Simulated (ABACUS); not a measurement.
A user runs ABACUS on GaCuSe2 (I-42d, 8 atoms in the cell; from Materials Project mp-4840, lattice scaled a little) and asks whether the run is sound. The aim is a self-consistent single point with DFT, PBE, numerical atomic orbitals DZP (confined pseudo-atomic orbitals with Gaussian additions; energy shift 0.01 Ry), PseudoDojo 0.5 standard norm-conserving PBE (tails mended) pseudopotentials.

Input as run:

```
# file: INPUT
INPUT_PARAMETERS
calculation          scf
basis_type           lcao
pseudo_dir           ./
orbital_dir          ./
dft_functional       PBE
ecutwfc              100.0
symmetry             1
smearing_method      fd
smearing_sigma       0.00734986
ks_solver            scalapack_gvx
scf_nmax             100
scf_thr              5.0e-02
mixing_type          pulay
mixing_beta          0.7
cal_force            1
cal_stress           1
out_mul              1
device               cpu
# file: STRU
ATOMIC_SPECIES
Ga 69.723 Ga.upf
Cu 63.546 Cu.upf
Se 78.971 Se.upf

NUMERICAL_ORBITAL
Ga_pbe_8.0au_2s2p2d1f.orb
Cu_pbe_7.3au_3s2p2d1f.orb
Se_pbe_5.9au_2s2p2d1f.orb

LATTICE_CONSTANT
1

LATTICE_VECTORS
  -5.3626421197    5.3626421197   10.6342202273
   5.3626421197   -5.3626421197   10.6342202273
   5.3626421197    5.3626421197  -10.6342202273

ATOMIC_POSITIONS
Cartesian_angstrom

Ga
0.0
2
   2.8377880000    0.0000000000    2.8136935000
   0.0000000000    0.0000000000    5.6273870000

Cu
0.0
2
  -0.0000000000    2.8377880000    2.8136935000
   0.0000000000    0.0000000000    0.0000000000

Se
0.0
4
   1.4188940000    1.3974403227   -1.4068467500
   1.3974403227    4.2566820000    1.4068467500
   1.4188940000    1.4403476773    4.2205402500
   1.4403476773   -1.4188940000    7.0342337500
# file: KPT
K_POINTS
0
Gamma
5 5 5 0 0 0
```

Output, abridged:

```
 READING UNITCELL INFORMATION
                                    ntype = 3
                  lattice constant (Bohr) = 1
              lattice constant (Angstrom) = 0.529177

 READING ATOM TYPE 1
                               atom label = Ga
                      L=0, number of zeta = 2
   [... lines left out ...]

 SETUP K-POINTS
                                    nspin = 1
                   Input type of k points = Monkhorst-Pack(Gamma)
                                   nkstot = 125
                        ROTATION MATRICES = 16
                               nkstot_ibz = 18
K-POINTS REDUCTION ACCORDING TO SYMMETRY
     IBZ    DIRECT_X    DIRECT_Y    DIRECT_Z  WEIGHT  ibz2bz
       1  0.00000000  0.00000000  0.00000000  0.0080       0
       2 -0.20000000  0.00000000  0.20000000  0.0640       1
       3 -0.40000000  0.00000000  0.40000000  0.0640       2
   [... 9 lines left out ...]
     ... 6 more k-points

                               nkstot now = 18

K-POINTS DIRECT COORDINATES
 KPOINTS    DIRECT_X    DIRECT_Y    DIRECT_Z  WEIGHT
       1  0.00000000  0.00000000  0.00000000  0.0160
       2 -0.20000000  0.00000000  0.20000000  0.1280
       3 -0.40000000  0.00000000  0.40000000  0.1280
   [... 9 lines left out ...]
     ... 6 more k-points

 SETUP PLANE WAVES FOR WAVE FUNCTIONS
     energy cutoff for wavefunc (unit:Ry) = 100
              fft grid for wave functions = [ 90, 90, 90 ]
                    number of plane waves = 25337

 -------------------------------------------
 SELF-CONSISTENT
 -------------------------------------------

                  longest orb rcut (Bohr) = 8
   longest nonlocal projector rcut (Bohr) = 1.94
                     search radius (Bohr) = 19.9

                          real space grid = [ 90, 90, 90 ]

                                 init_chg = atomic

 LCAO ALGORITHM --------------- ION=   1  ELEC=   1--------------------------------

 Density error is 0.0347396380911
 E_KohnSham     -2034.0434805201     -27674.5813148250
 E_KS(sigma->0) -2034.0428401296     -27674.5726018651
 E_entropy(-TS) -0.0012807810        -0.0174259198
 E_Fermi        0.7186928709         9.7783181556
 charge density convergence is achieved
 final etot is -27674.581315 eV
 EFERMI = 9.7783181556 eV

 STATE ENERGY(eV) AND OCCUPATIONS    NSPIN == 1
   [... 74 lines left out ...]

 TOTAL-FORCE (eV/Angstrom)
                       Ga1         0.0000000000         0.0000000000         0.0000000000
                       Ga2         0.0000000000         0.0000000000         0.0000000000
                       Cu1         0.0000000000         0.0000000000         0.0000000000
                       Cu2         0.0000000000         0.0000000000         0.0000000000
                       Se1         0.0000000000        -9.0135813621         0.0000000000
                       Se2        -9.0135813621         0.0000000000         0.0000000000
   [... lines left out ...]

 TOTAL-STRESS (KBAR)
        10.2622601463        -0.0000000000         0.0000000000
        -0.0000000000        10.2622601463        -0.0000000000
         0.0000000000         0.0000000000        12.5063646983
 TOTAL-PRESSURE: 11.010295 KBAR

 --------------------------------------------
 !FINAL_ETOT_IS -27674.5813148250053928 eV
 --------------------------------------------
```

**Question.** Can these results be used? Check the input.

**Answer.** The run is not sound. The fault is a convergence threshold that is too loose. A loop that stops early leaves an energy error of second order in the density error, but errors of first order in forces and stress. To fix it, tighten the threshold. The run converged in 1 iterations without an error; against the sound input the free energy goes up by 568 meV/atom, the pressure goes from 0.87 to 1.10 GPa and the largest force goes from under 0.1 to 9.01 eV/Å.

An input that runs soundly differs in these lines (not the only fix; some lines may just follow from the change or write a value another way):
```diff
-scf_thr              5.0e-02
+scf_thr              1.0e-06
```

With that input, the run converged in 9 iterations: free energy E − TS -27679.1284 eV; Fermi level (on the code's own zero) 9.12 eV; pressure 0.87 GPa (DFT, PBE, numerical atomic orbitals DZP (confined pseudo-atomic orbitals with Gaussian additions; energy shift 0.01 Ry), PseudoDojo 0.5 standard norm-conserving PBE (tails mended) pseudopotentials).

The atom-centred basis is finite, which shifts total energies and pressures against plane waves. The structure comes from a collection of computed structures, made at another level of theory; the collection holds predicted forms beside known ones. Its lattice was then scaled. No clean gap shows at this smearing width and mesh (spacing up to 0.31 Å⁻¹); the mesh is coarse for partly filled bands, so the values carry mesh errors. Semi-local functionals can close small gaps.

The atomic orbitals were generated for these runs; they are not ABACUS's published sets and were checked against plane waves on a few crystals only.

“Tails mended”: in these copies of the files the far tail of each local potential was reset to the Coulomb form.
